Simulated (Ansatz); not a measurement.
Data:

GaAg:
```xyz
2
Lattice="3.2318 0.0000 0.0000 0.0000 3.2318 0.0000 0.0000 0.0000 3.2318" Properties=species:S:1:pos:R:3 pbc="T T T"
Ga     1.6159     1.6159     1.6159
Ag     0.0000     0.0000     0.0000
```

This is the PBEsol-relaxed structure.

Task: All from plane-wave PAW PBEsol (Ansatz code), unless another level is named. Give the highest zone-centre frequency.

Result: 123 cm⁻¹.

Task: And the bulk modulus (Birch–Murnaghan fit)?

Result: 85.6 GPa.

Task: Predict the elastic constants (relaxed ions, GPa).

Result: C11 = 77.4, C12 = 88.7, C44 = 3.1.

Space group Pm-3m (CsCl type). The workflow started from an entry of the Crystallography Open Database (COD). Whether it is the stable phase at ambient conditions was not checked. The PBEsol relaxation kept the symmetry of its start. At this level the phase is mechanically unstable. No spin polarisation was allowed. As this level gives no gap, shear constants depend on the k-mesh and smearing (Fermi–Dirac, 0.1 eV here). As this level gives no gap, phonon frequencies hold no LO–TO term and depend on the k-mesh and smearing (Fermi–Dirac, 0.1 eV here).

Potentials: the later of the program's two PAW sets.
